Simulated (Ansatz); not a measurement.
TaRu: from a starting cell to a relaxed one

The start is a randomly generated symmetric cell of TaRu (space group No. 42). The cell and all atomic positions are relaxed at zero pressure with PBE (plane waves to 420 eV, PAW, scalar-relativistic; Ansatz, a first-principles code). The first steps use a coarse 12×12×12 k-mesh.

The start:
```yaml
crystal:
  lattice:
    - [0.00000, 2.61340, 3.55968]
    - [1.86814, 0.00000, 3.55968]
    - [1.86814, 2.61340, 0.00000]
  atoms:
    - { symbol: Ru, position: [0.52218, 0.52218, 0.47782] }
    - { symbol: Ta, position: [0.85538, 0.85538, 0.14462] }
```

```yaml
outcome: The space group goes from Fmm2 (No. 42) to I4mm (No. 107), with 2 atoms in the primitive cell
energy_released: 0.81 eV/atom
Shortest distances (start → end): "The closest pairs of elements (up to four, under 3.6 Å), start → end: Ru–Ta 2.21 → 2.52 Å; Ru–Ru 3.21 → 3.16 Å; Ta–Ta 3.21 → 3.16 Å"
band_gap_at_the_end: zero (metallic)
optimiser_moves: 12
```

It ends as:

```cif
data_Ru2Ta2
_chemical_formula_sum 'Ru2 Ta2'
_space_group_name_H-M_alt 'I4mm'
_space_group_IT_number 107
_space_group_name_Hall 'I 4 -2'
_cell_length_a 3.16300
_cell_length_b 3.16300
_cell_length_c 7.65130
_cell_angle_alpha 90.000
_cell_angle_beta 90.000
_cell_angle_gamma 90.000
loop_
_atom_site_label
_atom_site_type_symbol
_atom_site_symmetry_multiplicity
_atom_site_Wyckoff_symbol
_atom_site_fract_x
_atom_site_fract_y
_atom_site_fract_z
_atom_site_occupancy
Ru1 Ru 2 a 0.00000 0.00000 0.47618 1
Ta1 Ta 2 a 0.00000 0.00000 0.14625 1
```
(The calculation used a cell of 2 atoms; values per cell refer to that cell.)

Final values are on a 21×21×21 k-mesh of the relaxed cell. The start holds a very short contact (Ta–Ru 2.21 Å). No spin polarisation in the result.

The run could not lose the symmetry of its start: the end is stationary, and may be a saddle point rather than a minimum.

The relaxed structure here is a generated cell of TaRu: the first start was made by a random draw of sites in a space group, and the end was not matched to a known phase here, so it may be hypothetical.
